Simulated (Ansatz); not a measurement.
Band structure of Ga

```yaml
crystal:
  lattice:
    - [-1.40400, 1.40400, 2.22900]
    - [1.40400, -1.40400, 2.22900]
    - [1.40400, 1.40400, -2.22900]
  atoms:
    - { symbol: Ga, position: [0.00000, 0.00000, 0.00000] }
```

The conventional cell has a = 2.808 Å, b = 2.808 Å, c = 4.458 Å, α = 90.00°, β = 90.00°, γ = 90.00°. Around Ga (atom 1) lie 12 Ga at 2.81 to 2.99 Å.

The cell is COD entry 9012723, as deposited and not checked against the literature; nothing was relaxed.

These are results of DFT, PBEsol, all-electron LAPW, scalar-relativistic (Ansatz 0.2.0), not measurements.

Settings: a Γ-centred 16×16×16 k mesh, Fermi–Dirac smearing of 0.03 eV, basis error target 1 meV/atom, no spin polarisation.

Points in fractions of the reciprocal vectors of this cell: Γ (0, 0, 0), X (0, 0, 0.5), P (0.25, 0.25, 0.25), N (0, 0.5, 0), M (0.5, 0.5, -0.5), S (0.349, 0.651, -0.349), S0 (-0.349, 0.349, 0.349). The path joins them by straight lines in the order Γ–X–P–N–Γ–M–S–S0–Γ; legs that retrace an earlier one aren't tabulated. Energies are in eV from the Fermi level.

Question: Metal or insulator at this level of theory?

Answer: No gap opens: metallic or semimetallic.

Question: Tabulate bands 7 to 13, counted from the lowest band of the run, along the path.

Answer: 
| k (1/Å) | point | band 7 | band 8 | band 9 | band 10 | band 11 | band 12 | band 13 |
| --- | --- | --- | --- | --- | --- | --- | --- | --- |
| 0.00 | Γ | -14.86 | -14.83 | -14.69 | -11.59 | 13.03 | 13.03 | 13.07 |
| 0.23 |  | -14.85 | -14.83 | -14.70 | -11.40 | 11.60 | 11.94 | 12.37 |
| 0.45 |  | -14.82 | -14.82 | -14.73 | -10.80 | 9.54 | 10.08 | 10.97 |
| 0.68 |  | -14.83 | -14.79 | -14.74 | -9.79 | 7.69 | 8.37 | 9.35 |
| 0.90 |  | -14.74 | -14.73 | -14.71 | -8.38 | 6.18 | 6.95 | 7.21 |
| 1.13 |  | -14.70 | -14.68 | -14.64 | -6.57 | 4.24 | 5.07 | 5.91 |
| 1.36 |  | -14.67 | -14.66 | -14.57 | -4.39 | 1.14 | 4.39 | 5.27 |
| 1.58 | X | -14.66 | -14.65 | -14.54 | -2.25 | -1.32 | 4.15 | 5.06 |
| 1.68 |  | -14.66 | -14.66 | -14.54 | -2.21 | -1.29 | 3.91 | 4.80 |
| 1.78 |  | -14.68 | -14.67 | -14.54 | -2.07 | -1.22 | 3.31 | 4.22 |
| 1.88 |  | -14.71 | -14.68 | -14.54 | -1.85 | -1.10 | 2.59 | 3.58 |
| 1.98 |  | -14.75 | -14.69 | -14.54 | -1.54 | -0.95 | 1.85 | 2.98 |
| 2.09 |  | -14.79 | -14.71 | -14.54 | -1.15 | -0.78 | 1.13 | 2.48 |
| 2.19 |  | -14.84 | -14.72 | -14.54 | -0.68 | -0.64 | 0.47 | 2.14 |
| 2.29 | P | -14.89 | -14.72 | -14.54 | -0.59 | -0.14 | -0.14 | 2.02 |
| 2.45 |  | -14.88 | -14.72 | -14.56 | -1.64 | -0.74 | 1.12 | 2.77 |
| 2.61 |  | -14.85 | -14.73 | -14.59 | -2.68 | -1.70 | 2.78 | 4.19 |
| 2.77 |  | -14.80 | -14.77 | -14.61 | -3.52 | -2.59 | 4.63 | 5.80 |
| 2.93 |  | -14.83 | -14.75 | -14.62 | -4.16 | -3.31 | 6.65 | 7.37 |
| 3.09 |  | -14.87 | -14.70 | -14.62 | -4.60 | -3.85 | 8.42 | 8.76 |
| 3.25 |  | -14.85 | -14.67 | -14.62 | -4.87 | -4.18 | 8.73 | 10.80 |
| 3.41 | N | -14.84 | -14.66 | -14.62 | -4.95 | -4.29 | 8.76 | 11.93 |
| 3.59 |  | -14.84 | -14.66 | -14.63 | -6.50 | -2.48 | 8.89 | 11.91 |
| 3.78 |  | -14.83 | -14.68 | -14.67 | -8.05 | -0.12 | 9.27 | 11.89 |
| 3.97 |  | -14.82 | -14.72 | -14.70 | -9.33 | 2.50 | 9.87 | 11.96 |
| 4.16 |  | -14.82 | -14.78 | -14.71 | -10.33 | 5.33 | 10.68 | 12.16 |
| 4.35 |  | -14.84 | -14.82 | -14.71 | -11.04 | 8.34 | 11.63 | 12.49 |
| 4.54 |  | -14.85 | -14.83 | -14.70 | -11.46 | 11.32 | 12.58 | 12.85 |
| 4.73 | Γ | -14.86 | -14.83 | -14.69 | -11.59 | 13.03 | 13.03 | 13.07 |
| 4.93 |  | -14.85 | -14.84 | -14.69 | -11.44 | 12.15 | 12.15 | 12.32 |
| 5.13 |  | -14.82 | -14.82 | -14.68 | -10.96 | 10.15 | 10.65 | 10.65 |
| 5.33 |  | -14.77 | -14.77 | -14.67 | -10.16 | 7.18 | 9.26 | 9.26 |
| 5.53 |  | -14.72 | -14.72 | -14.65 | -9.03 | 4.13 | 8.11 | 8.11 |
| 5.73 |  | -14.67 | -14.67 | -14.64 | -7.58 | 1.25 | 7.26 | 7.26 |
| 5.94 |  | -14.63 | -14.63 | -14.63 | -5.82 | -1.39 | 6.74 | 6.74 |
| 6.14 | M | -14.63 | -14.62 | -14.62 | -3.82 | -3.68 | 6.57 | 6.57 |
| 6.23 |  | -14.63 | -14.62 | -14.62 | -3.79 | -3.63 | 5.96 | 6.61 |
| 6.33 |  | -14.64 | -14.64 | -14.62 | -3.70 | -3.51 | 4.74 | 6.72 |
| 6.43 |  | -14.66 | -14.65 | -14.63 | -3.56 | -3.30 | 3.41 | 6.92 |
| 6.52 |  | -14.69 | -14.66 | -14.63 | -3.36 | -3.01 | 2.08 | 7.19 |
| 6.62 |  | -14.72 | -14.68 | -14.64 | -3.12 | -2.65 | 0.81 | 7.54 |
| 6.72 |  | -14.76 | -14.70 | -14.65 | -2.86 | -2.20 | -0.34 | 7.95 |
| 6.81 | S | -14.80 | -14.72 | -14.66 | -2.79 | -1.69 | -1.20 | 8.44 |
| 7.05 |  | -14.76 | -14.76 | -14.67 | -3.75 | -2.76 | 1.24 | 9.32 |
| 7.29 |  | -14.81 | -14.68 | -14.66 | -4.52 | -3.73 | 4.59 | 10.53 |
| 7.53 |  | -14.84 | -14.66 | -14.62 | -4.91 | -4.22 | 7.93 | 11.71 |
| 7.76 |  | -14.84 | -14.66 | -14.62 | -4.91 | -4.22 | 7.93 | 11.71 |
| 8.00 |  | -14.81 | -14.68 | -14.66 | -4.52 | -3.73 | 4.59 | 10.53 |
| 8.24 |  | -14.76 | -14.76 | -14.67 | -3.75 | -2.76 | 1.24 | 9.32 |
| 8.48 | S0 | -14.80 | -14.72 | -14.66 | -2.79 | -1.69 | -1.20 | 8.44 |
| 8.70 |  | -14.76 | -14.76 | -14.69 | -4.54 | -0.72 | -0.23 | 9.80 |
| 8.92 |  | -14.78 | -14.73 | -14.71 | -6.65 | 0.89 | 1.59 | 11.41 |
| 9.15 |  | -14.77 | -14.76 | -14.70 | -8.43 | 2.95 | 3.73 | 13.00 |
| 9.37 |  | -14.80 | -14.75 | -14.74 | -9.82 | 5.40 | 6.19 | 13.81 |
| 9.59 |  | -14.83 | -14.80 | -14.73 | -10.81 | 8.17 | 8.91 | 13.58 |
| 9.82 |  | -14.85 | -14.83 | -14.70 | -11.40 | 11.08 | 11.66 | 13.19 |
| 10.04 | Γ | -14.86 | -14.83 | -14.69 | -11.59 | 13.03 | 13.03 | 13.07 |
